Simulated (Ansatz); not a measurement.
TeS₂F₂ (I4/mmm)

Computed with Ansatz, DFT PBE, scalar-relativistic, plane waves, PAW.

Cutoff 420 eV; k points 14×14×14 on the computed 5-atom cell (Γ-centred); Gaussian smearing, width 0.10 eV; no spin polarisation.

The structure is relaxed at this level of theory with its symmetry kept, and needn't be the ground state of this composition.

```xyz
5
Lattice="-1.9752 1.9752 5.2481 1.9752 -1.9752 5.2481 1.9752 1.9752 -5.2481" Properties=species:S:1:pos:R:3 pbc="T T T"
Te    0.0000    0.0000    0.0000
S     0.0000    0.0000    6.2866
S     0.0000    0.0000    4.2096
F     1.9752    0.0000    2.6241
F     0.0000    1.9752    2.6241
```

| Quantity | Value |
| --- | --- |
| Space group | I4/mmm (No. 139) |
| Volume per atom | 16.38 Å³ |
| Formation energy from the elements' standard states (uncorrected) | -0.012 eV/atom |
| Kohn–Sham band gap | none (metal) |
| Density of states at the Fermi level | 4.3 states/eV per cell |
| Orbital (Löwdin) character within 0.5 eV of the Fermi level | S 3p 46 %, Te 5p 26 %, F 2p 26 % |
| Bader charge by site (e) | Te (1 in the cell) 0.74, S (2 in the cell) 0.23, F (2 in the cell) -0.59 |

Spin-orbit coupling is left out, which matters for the bands of heavy elements. The cell holds layers, chains or molecules and no dispersion correction was added, so their binding is poorly described.

Another cell of TeS2F2 relaxed alike, in P6/mmm, lies 0.32 eV/atom lower, so this cell isn't the stable form at this level.

The cell was found from a structure generator's guess, not taken from experiment. Löwdin shares on free-atom orbitals overweight diffuse shells.
